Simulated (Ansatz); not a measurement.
Given:

Relaxed Au (fcc, Cu type):

```xyz
4
Lattice="4.0833 0.0000 0.0000 0.0000 4.0833 0.0000 0.0000 0.0000 4.0833" Properties=species:S:1:pos:R:3 pbc="T T T"
Au     0.0000     0.0000     0.0000
Au     2.0417     2.0417     0.0000
Au     2.0417     0.0000     2.0417
Au     0.0000     2.0417     2.0417
```

Scan: atom 3 (Au, nearest neighbour Au at 2.887 Å; its periodic images, 4.1 Å or more away, move with it) is displaced along Cartesian x, direction (1.000, 0.000, 0.000) in Cartesian axes, by s. The other atoms stay.

All values below come from PBEsol (plane waves to 420 eV, PAW, scalar-relativistic; Ansatz, a program for electronic structure). k mesh 9×9×9 (Γ-centred), Fermi-Dirac smearing 0.05 eV. The energy includes the smearing's −TS. With partly filled bands, energies and forces of such displacements shift with the k mesh and the smearing. Au was relaxed with its symmetry unable to fall. Spin-orbit coupling is left out, though Au is heavy. The PAW data are Ansatz's earlier set. ΔE is measured from the undisplaced structure.

The scan covers s from -0.290 to 0.290 Å in 11 points.

Question: Is the energy the same for equal positive and negative displacements?

Answer: Even: the same for both signs. With its periodic images moving along, the atom's site symmetry in this cell is m-3m.

Question: What is the force constant k = d²E/ds² of this move at s = 0?

Answer: 6.65 eV/Å².

(For displaced atoms, the force is minus the slope of the energy, and its curvature is a force constant, which sets phonon frequencies.)
